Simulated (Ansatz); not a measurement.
AlSiCN:
```yaml
crystal:
  lattice:
    - [3.07175, 0.00000, 0.00000]
    - [-1.53588, 2.66022, 0.00000]
    - [0.00000, 0.00000, 4.99104]
  atoms:
    - { symbol: Al, position: [0.33333, 0.66667, 0.50710] }
    - { symbol: Si, position: [0.66667, 0.33333, 0.99744] }
    - { symbol: C, position: [0.33333, 0.66667, 0.10855] }
    - { symbol: N, position: [0.66667, 0.33333, 0.63690] }
```

Tensor components refer to the Cartesian frame of this cell.

Question: Give the proper piezoelectric stress tensor with relaxed ions from DFT-LDA in the program Ansatz with PAW potentials.

Answer: In C/m², rows x, y, z, Voigt columns; mesh uncertainty up to 0.01.
```
 0.00   0.00   0.00   0.00   0.35  -0.15
-0.15   0.15   0.00   0.35   0.00   0.00
 0.50   0.50  -1.19   0.00   0.00   0.00
```

The elastic tensor of the same run (GPa):

|  | 1 | 2 | 3 | 4 | 5 | 6 |
|---|---|---|---|---|---|---|
| 1 | 457 | 127 | 87.9 | -6.2 | 0.0 | 0.0 |
| 2 | 127 | 457 | 87.9 | 6.2 | 0.0 | 0.0 |
| 3 | 87.9 | 87.9 | 445 | 0.0 | 0.0 | 0.0 |
| 4 | -6.2 | 6.2 | 0.0 | 119 | 0.0 | 0.0 |
| 5 | 0.0 | 0.0 | 0.0 | 0.0 | 119 | -6.2 |
| 6 | 0.0 | 0.0 | 0.0 | 0.0 | -6.2 | 165 |

Question: Convert to strain constants d = e·S.

Answer: In pC/N:
```
 0.0   0.0   0.0   0.0   2.9  -0.8
-0.4   0.4   0.0   2.9   0.0   0.0
 1.3   1.3  -3.2   0.0   0.0   0.0
```

Space group P3m1. The workflow started from a Materials Project entry (that database holds measured and hypothetical structures alike); the Crystallography Open Database copy checked does not list it. Whether it is the stable phase at ambient conditions was not checked. Symmetry was held in the LDA relaxation; its stability against distortions is not shown here. Signs of piezoelectric constants follow the polarity of the cell as given.

Potentials: the later of the program's two PAW sets.
